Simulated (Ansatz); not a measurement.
In PBEsol (plane waves, PAW; program Ansatz), ScNiN2 in the trigonal phase (R-3m; Sc on 3b, Ni on 3a, N on 6c) relaxes to a = 3.286 Å, c = 16.564 Å. Sc has 6 nearest neighbours from 2.17 Å (octahedral); Ni has 2 nearest neighbours from 1.71 Å (linear). Its formation energy from the elements is -0.27 eV/atom, with no fitted shifts.

Electronic character: metallic (no gap). The magnetic state found is ferromagnetic. The net moment is 0.43 μB per atom.

An equation-of-state fit gives a bulk modulus of 124 GPa.

The start of the workflow was typed in or built on a structure type; neither database checked (COD, Materials Project) lists it. Whether it is the stable phase at ambient conditions was not checked. The cell was relaxed with PBEsol under the symmetry of its start; whether a distortion lowers the energy is not shown. Magnetic state: ferromagnetic, the only order run, not a proven ground state. No Hubbard U is applied. The references are the lowest solids computed at this level, not always the standard phases (solids in place of the gases).

Potentials: the earlier of the program's two PAW sets. The files were generated under PBE; for other functionals the program regenerates the frozen cores, and for LDA and PBEsol the local potential too.
